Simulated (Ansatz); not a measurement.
## Si with vanadium replacing Si: do the settings matter for the field gradients?

This input was run with Ansatz:

```yaml
crystal:
  lattice:
    - [0.0, 8.14068, 8.14068]
    - [8.14068, 0.0, 8.14068]
    - [8.14068, 8.14068, 0.0]
  atoms:
    - { symbol: V, position: [0.25, 0.25, 0.25] }
    - { symbol: Si, position: [0.25, 0.25, 0.5833333333] }
    - { symbol: Si, position: [0.25, 0.25, 0.9166666667] }
    - { symbol: Si, position: [0.25, 0.5833333333, 0.25] }
    - { symbol: Si, position: [0.25, 0.5833333333, 0.5833333333] }
    - { symbol: Si, position: [0.25, 0.5833333333, 0.9166666667] }
    - { symbol: Si, position: [0.25, 0.9166666667, 0.25] }
    - { symbol: Si, position: [0.25, 0.9166666667, 0.5833333333] }
    - { symbol: Si, position: [0.25, 0.9166666667, 0.9166666667] }
    - { symbol: Si, position: [0.5833333333, 0.25, 0.25] }
    - { symbol: Si, position: [0.5833333333, 0.25, 0.5833333333] }
    - { symbol: Si, position: [0.5833333333, 0.25, 0.9166666667] }
    - { symbol: Si, position: [0.5833333333, 0.5833333333, 0.25] }
    - { symbol: Si, position: [0.5833333333, 0.5833333333, 0.5833333333] }
    - { symbol: Si, position: [0.5833333333, 0.5833333333, 0.9166666667] }
    - { symbol: Si, position: [0.5833333333, 0.9166666667, 0.25] }
    - { symbol: Si, position: [0.5833333333, 0.9166666667, 0.5833333333] }
    - { symbol: Si, position: [0.5833333333, 0.9166666667, 0.9166666667] }
    - { symbol: Si, position: [0.9166666667, 0.25, 0.25] }
    - { symbol: Si, position: [0.9166666667, 0.25, 0.5833333333] }
    - { symbol: Si, position: [0.9166666667, 0.25, 0.9166666667] }
    - { symbol: Si, position: [0.9166666667, 0.5833333333, 0.25] }
    - { symbol: Si, position: [0.9166666667, 0.5833333333, 0.5833333333] }
    - { symbol: Si, position: [0.9166666667, 0.5833333333, 0.9166666667] }
    - { symbol: Si, position: [0.9166666667, 0.9166666667, 0.25] }
    - { symbol: Si, position: [0.9166666667, 0.9166666667, 0.5833333333] }
    - { symbol: Si, position: [0.9166666667, 0.9166666667, 0.9166666667] }
    - { symbol: Si, position: [0.1666666667, 0.1666666667, 0.1666666667] }
    - { symbol: Si, position: [0.1666666667, 0.1666666667, 0.5] }
    - { symbol: Si, position: [0.1666666667, 0.1666666667, 0.8333333333] }
    - { symbol: Si, position: [0.1666666667, 0.5, 0.1666666667] }
    - { symbol: Si, position: [0.1666666667, 0.5, 0.5] }
    - { symbol: Si, position: [0.1666666667, 0.5, 0.8333333333] }
    - { symbol: Si, position: [0.1666666667, 0.8333333333, 0.1666666667] }
    - { symbol: Si, position: [0.1666666667, 0.8333333333, 0.5] }
    - { symbol: Si, position: [0.1666666667, 0.8333333333, 0.8333333333] }
    - { symbol: Si, position: [0.5, 0.1666666667, 0.1666666667] }
    - { symbol: Si, position: [0.5, 0.1666666667, 0.5] }
    - { symbol: Si, position: [0.5, 0.1666666667, 0.8333333333] }
    - { symbol: Si, position: [0.5, 0.5, 0.1666666667] }
    - { symbol: Si, position: [0.5, 0.5, 0.5] }
    - { symbol: Si, position: [0.5, 0.5, 0.8333333333] }
    - { symbol: Si, position: [0.5, 0.8333333333, 0.1666666667] }
    - { symbol: Si, position: [0.5, 0.8333333333, 0.5] }
    - { symbol: Si, position: [0.5, 0.8333333333, 0.8333333333] }
    - { symbol: Si, position: [0.8333333333, 0.1666666667, 0.1666666667] }
    - { symbol: Si, position: [0.8333333333, 0.1666666667, 0.5] }
    - { symbol: Si, position: [0.8333333333, 0.1666666667, 0.8333333333] }
    - { symbol: Si, position: [0.8333333333, 0.5, 0.1666666667] }
    - { symbol: Si, position: [0.8333333333, 0.5, 0.5] }
    - { symbol: Si, position: [0.8333333333, 0.5, 0.8333333333] }
    - { symbol: Si, position: [0.8333333333, 0.8333333333, 0.1666666667] }
    - { symbol: Si, position: [0.8333333333, 0.8333333333, 0.5] }
    - { symbol: Si, position: [0.8333333333, 0.8333333333, 0.8333333333] }
total_charge: 2
kpoints:
  mp_grid: { grid: [2, 2, 2] }
scf:
  occupations: { method: fermi_dirac, width: 0.01 }
hamiltonian:
  xc: pbe
  pseudopotentials: { kind: paw }
output:
  forces: true
  stress: true
  populations: true
  efg: { quadrupole_moments_barn: { V: -0.052 }, contact_densities: true }
  write_density: true
  write_potential: true
  elf: true
  volumetric_format: npy
```

```sh
ansatz run input.yaml --threads 1 --pin off --max-ram 3072MiB --backend cpu --events-out ev --progress --plain --runs-dir out
```

It converged. Of its output the block on the nuclei alone is shown, without the SCF iterations, energies, forces and stress (one atom of each set):

```
--- PAW observables at the nuclei: V_zz in 10²¹ V/m², potentials from the cell's mean, atoms counted from 1 ---
  atom   1  V  V_zz =    +0.000000   η = 0.0000   by run symmetry: forbidden   C_q = -0.0000 MHz
            electrostatic potential = -2687.282636 V   contact ρ = 66012.116677 e/Å³
  atom   2  Si V_zz =    +1.287179   η = 0.1829   by run symmetry: allowed
            electrostatic potential = -1358.416678 V   contact ρ = 12810.963101 e/Å³
  atom   5  Si V_zz =    -0.090118   η = 0.0000   by run symmetry: allowed
            electrostatic potential = -1358.548124 V   contact ρ = 12810.573401 e/Å³
  atom   9  Si V_zz =    +0.007409   η = 0.0000   by run symmetry: allowed
            electrostatic potential = -1358.557149 V   contact ρ = 12810.616912 e/Å³
  atom  15  Si V_zz =    -0.029077   η = 0.7357   by run symmetry: allowed
            electrostatic potential = -1358.567081 V   contact ρ = 12810.644298 e/Å³
  atom  28  Si V_zz =    -2.405018   η = 0.0000   by run symmetry: allowed
            electrostatic potential = -1358.966751 V   contact ρ = 12811.823236 e/Å³
  atom  30  Si V_zz =    +0.775226   η = 0.0213   by run symmetry: allowed
            electrostatic potential = -1358.474056 V   contact ρ = 12810.849395 e/Å³
  atom  32  Si V_zz =    +0.093337   η = 0.4094   by run symmetry: allowed
            electrostatic potential = -1358.553310 V   contact ρ = 12810.650712 e/Å³
  atom  41  Si V_zz =    -0.000000   η = 0.0000   by run symmetry: forbidden
            electrostatic potential = -1358.566819 V   contact ρ = 12810.657873 e/Å³
  atom  45  Si V_zz =    -0.014634   η = 0.0000   by run symmetry: allowed
            electrostatic potential = -1358.570407 V   contact ρ = 12810.643418 e/Å³
```

Task: Can these gradients be trusted, and how do they compare with a run on standard settings?

Result: Only as results of these settings. Against the standard input the change is `total_charge`: 1 → 2. A site carries the number of its first atom; V_zz in 10²¹ V/m².

```tsv
site	V_zz standard	η standard	V_zz here	η here
V	0.00	–	0.00	–
Si2	1.11	0.12	1.29	0.18
Si5	-0.071	0.00	-0.090	0.00
Si9	-0.032	0.00	0.007	0.00
Si15	-0.015	0.39	-0.029	0.74
Si28	-2.70	0.00	-2.41	0.00
Si30	0.70	0.09	0.78	0.02
Si32	0.098	0.23	0.093	0.41
```

The largest change of V_zz is on Si28, from -2.70 to -2.41. In per cent, |V_zz| changes by -11 on Si (all sites that start above 2). Other sites with |V_zz| of 0.02 or less aren't listed. The changed cell holds a charge of +2 on a uniform background, so it isn't the same centre. It has an odd number of electrons and no spin polarisation, so the extra carrier is shared by both spins and spread out, where a real one carries spin and can localise. SCF iterations: 9 and 10.

On the reference run: The run isn't spin-polarised, and a state with spin may lie lower. The defect repeats with the cell of 54 atoms, so it feels its images: sites between two images don't show the values beside a lone defect, and zeros or small values of η there can come from the images' arrangement. A uniform background compensates the cell's charge. The defect cell has no gap above 0.1 eV on its mesh, so the values can hang on the smearing and the k-mesh. The neighbours have not yet relaxed around the defect (largest force 0.74 eV/Å), so a real crystal will differ.
